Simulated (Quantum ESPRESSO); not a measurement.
# Moving one atom in Si3O4NF

The results below are calculated, not measured. They come from pw.x of Quantum ESPRESSO 7.5, a plane-wave density functional program, with PseudoDojo standard norm-conserving files (v0.5 for PBE, v0.4.1 for LDA and PBEsol). The cells are made up: elements, strain and atom displacements were drawn at random, and nothing was relaxed. There is no spin polarisation, spin-orbit coupling or dispersion term.

The cell has 9 sites of a quartz lattice. Sites 1 to 3 hold Si Si Si; sites 4 to 9 hold O N O F O O. Cell vectors in Å: (4.989, -0.037, 0.007); (-2.526, 4.284, -0.019); (0.007, -0.019, 5.389). Settings: PBE, cutoff 1143 eV, 5 x 5 x 4 k mesh shifted by half a step, Fermi-Dirac smearing of 0.025 eV.

Each run shifts the O atom on site 6 along x and leaves all else fixed. Site 3 is one of its nearest neighbours. E is the free energy of the cell above the lowest run shown. The last column is band 25 less band 24 at Gamma, from a band step after each run.

```
run  shift (Å)  Fx on site 6 (eV/Å)  Fx on site 3 (eV/Å)  P (GPa)  E (meV)  level step at Gamma (eV)
  1    -0.1044                1.771                0.912    10.34     37.8                     2.814
  2    -0.0921                1.262                1.243    10.14     19.2                     2.803
  3    -0.0517               -0.281                2.171     9.65      0.0                     2.756
  4    -0.0272               -1.131                2.628     9.45     17.4                     2.722
  6     0.0499               -3.474                3.638     9.34    197.8                     2.581
  7     0.1082               -4.990                4.058     9.70    445.5                     2.442
  5     0.0062                    ?                    ?        ?        ?                         ?
```

A rerun of one of these cells at 1437 eV and k mesh 7 x 7 x 6 moved values by no more than 0.002 eV in the cell's energy, 0.02 GPa in stress and 0.002 eV/Å in force.

## Worked fit

A parabola through the six runs shown gives Fx on site 6 = -2.018 - 31.83 u + 41.4 u² eV/Å, with u in Å and a scatter of 0.024 eV/Å. Minus the slope, 31.83 ± 0.66 eV/Å², is this atom's force constant along x at u = 0, with its periodic images moving too. The fitted force vanishes at u = -0.059 Å, where the energy should be lowest along this line. The error is the larger of the fit's own and the change that a cubic makes, rounded up.

## Withheld run

Question: what Fx on site 6 should run 5 give?

The fit gives -2.214 eV/Å. The calculation gave -2.202 eV/Å.

| run | shift (Å) | Fx on site 6 (eV/Å) | Fx on site 3 (eV/Å) | P (GPa) | E (meV) | level step at Gamma (eV) |
| --- | --- | --- | --- | --- | --- | --- |
| 5 | 0.0062 | -2.202 | 3.139 | 9.31 | 73.3 | 2.667 |